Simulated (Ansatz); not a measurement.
Consider the following.

MgCu2:
```
MgCu2
1.0
    0.00000     3.46779     3.46779
    3.46779     0.00000     3.46779
    3.46779     3.46779     0.00000
Mg Cu
2 4
Direct
  0.50000   0.50000   0.50000
  0.75000   0.75000   0.75000
  0.12500   0.62500   0.12500
  0.12500   0.12500   0.12500
  0.62500   0.12500   0.12500
  0.12500   0.12500   0.62500
```

This is the PBEsol-relaxed structure.

### Question
All from PBEsol in the plane-wave PAW code Ansatz, unless another level is named. Give the Poisson's ratio.

### Answer
0.32.

### Question
Give the highest zone-centre frequency.

### Answer
314 cm⁻¹.

Space group Fd-3m (cubic Laves (MgCu2 type)). The workflow started from a Materials Project entry (that database holds measured and hypothetical structures alike); the Crystallography Open Database files this formula in space group No. 227, but the cells were not matched. Whether it is the stable phase at ambient conditions was not checked. Symmetry was held in the PBEsol relaxation; of distortions, only those at the zone centre were tested. The run is not spin-polarised. As this level gives no gap, phonon frequencies hold no LO–TO term and depend on the k-mesh and smearing (Fermi–Dirac, 0.1 eV here).

Potentials: the later of the program's two PAW sets.
